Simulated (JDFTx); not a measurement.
Reference run:

Os(0001) slab cut from bulk Os (space group P6_3/mmc, indices of the conventional cell, lattice of the Materials Project entry mp-49, not re-optimised): 4 atoms in 4 planes, a 1x1 cell of 6.53 Å² (|a| = 2.746, |b| = 2.746 Å), 6.5 Å between the outermost planes, cell height 22.5 Å, 10×10×1 k mesh, Fermi smearing 0.01 Ha, no spin polarisation.

Reference level: PBE, GBRV ultrasoft potentials, plane waves to 20/100 Ha, in JDFTx (a modified build). Unrelaxed; liquid: linear PCM (GLSSA13), water, 1 M KCl. The electron chemical potential μ is absolute (zero in the bulk liquid) and is turned into a potential by U = −μ/e − 4.44 V vs SHE, a convention.

```json
[
 {"plane-wave cutoffs": "10/50 Ha", "work function (eV)": "[?]", "U_pzc (V)": "[?]", "mean C above U_pzc (μF/cm²)": "16 over 0.5 V", "k states × plane waves": "14 × 1496", "cycles, vacuum run": "19", "rough core time, vacuum run": "40 s"},
 {"plane-wave cutoffs": "12/60 Ha", "work function (eV)": "5.41", "U_pzc (V)": "0.67", "mean C above U_pzc (μF/cm²)": "16 over 0.5 V", "k states × plane waves": "14 × 1969", "cycles, vacuum run": "20", "rough core time, vacuum run": "60 s"},
 {"plane-wave cutoffs": "15/75 Ha", "work function (eV)": "5.34", "U_pzc (V)": "0.63", "mean C above U_pzc (μF/cm²)": "17 over 0.5 V", "k states × plane waves": "14 × 2752", "cycles, vacuum run": "20", "rough core time, vacuum run": "70 s"},
 {"plane-wave cutoffs": "20/100 Ha", "work function (eV)": "5.33", "U_pzc (V)": "0.62", "mean C above U_pzc (μF/cm²)": "17 over 0.5 V", "k states × plane waves": "14 × 4236", "cycles, vacuum run": "20", "rough core time, vacuum run": "2 min"},
 {"plane-wave cutoffs": "25/125 Ha", "work function (eV)": "5.33", "U_pzc (V)": "0.62", "mean C above U_pzc (μF/cm²)": "17 over 0.5 V", "k states × plane waves": "14 × 5919", "cycles, vacuum run": "20", "rough core time, vacuum run": "3 min"},
 {"plane-wave cutoffs": "30/150 Ha", "work function (eV)": "5.33", "U_pzc (V)": "0.62", "mean C above U_pzc (μF/cm²)": "17 over 0.5 V", "k states × plane waves": "14 × 7782", "cycles, vacuum run": "20", "rough core time, vacuum run": "4 min"}
]
```

Question: What belongs in the gaps?

Answer: 
- 10/50 Ha, work function (eV): 5.55
- 10/50 Ha, U_pzc (V): 0.72

The times are rough (shared hosts); only ratios past two mean anything.
